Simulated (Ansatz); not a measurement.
## Mo: comparing deformations

Theory: Ansatz, DFT r2SCAN, scalar-relativistic, plane waves, PAW. Settings: plane waves to 500 eV, k-mesh 26×26×26 (Γ-centred), Gaussian smearing 0.15 eV. No spin polarisation. Energies are free energies at this smearing, counted from the undisturbed cell; pressure is positive in compression.

Reference structure (relaxed at this level; with this scan's settings it stands at 0.1 GPa):

```
Mo
1.0
    -1.57521    1.57521    1.57521
     1.57521   -1.57521    1.57521
     1.57521    1.57521   -1.57521
Mo
1
Direct
  0.00000 0.00000 0.00000
```

The cell is strained by ε times a Voigt pattern (xx, yy, zz, yz, xz, xy; engineering shear) with fractional coordinates fixed. τ = (1/V0) dE/dε comes from the stress tensor. Of each scan, only the three points used here are listed.

| pattern | ε | τ (GPa) |
| --- | --- | --- |
| (0, 0, 0, 0, 1, 0) | -0.0050 | -0.55 |
| (0, 0, 0, 0, 1, 0) | 0.0000 | 0.00 |
| (0, 0, 0, 0, 1, 0) | 0.0050 | 0.55 |
| (0, 1, 0, 0, 0, 0) | -0.0200 | -10.81 |
| (0, 1, 0, 0, 0, 0) | 0.0000 | -0.08 |
| (0, 1, 0, 0, 0, 0) | 0.0100 | 4.79 |

Which constants do the scans give, and which deformation costs least for the same size of strain tensor?

The slope dτ/dε at zero (parabola through three points) is pᵀCp: (0, 0, 0, 0, 1, 0) gives C44 = 110 GPa; (0, 1, 0, 0, 0, 0) gives C11 = 503 GPa. The size of the strain tensor, ε:ε, is ε² times 0.5, 1.0. Per unit of it the stiffnesses are 220, 503 GPa, so (0, 0, 0, 0, 1, 0) is the softest of these: at ε:ε = (1 %)² the quadratic term costs 1.07 meV/atom against 2.46 for the stiffest.

In a metal these slopes depend on the k mesh and the smearing.

Cost: 12 runs of about 15 core-minutes in all, on Intel Xeon Processor @ 2.50GHz (Skylake/Cascade Lake) (shared hosts).